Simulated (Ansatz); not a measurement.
AlCo:
```
AlCo
1.0
    2.82210     0.00000     0.00000
    0.00000     2.82210     0.00000
    0.00000     0.00000     2.82210
Al Co
1 1
Direct
  0.00000   0.00000   0.00000
  0.50000   0.50000   0.50000
```

Relaxed with r²SCAN.

Give the Bader charges and basin volumes of the independent atoms, plane-wave PAW r²SCAN (Ansatz code).



| atom | Bader charge (e) | Bader volume (Å³) |
|---|---|---|
| Al1 | +2.06 | 4.8 |
| Co2 | -2.06 | 17.7 |

Space group Pm-3m (CsCl type). The r²SCAN relaxation kept the symmetry of its start. The run is not spin-polarised.

Potentials: the earlier of the program's two PAW sets.
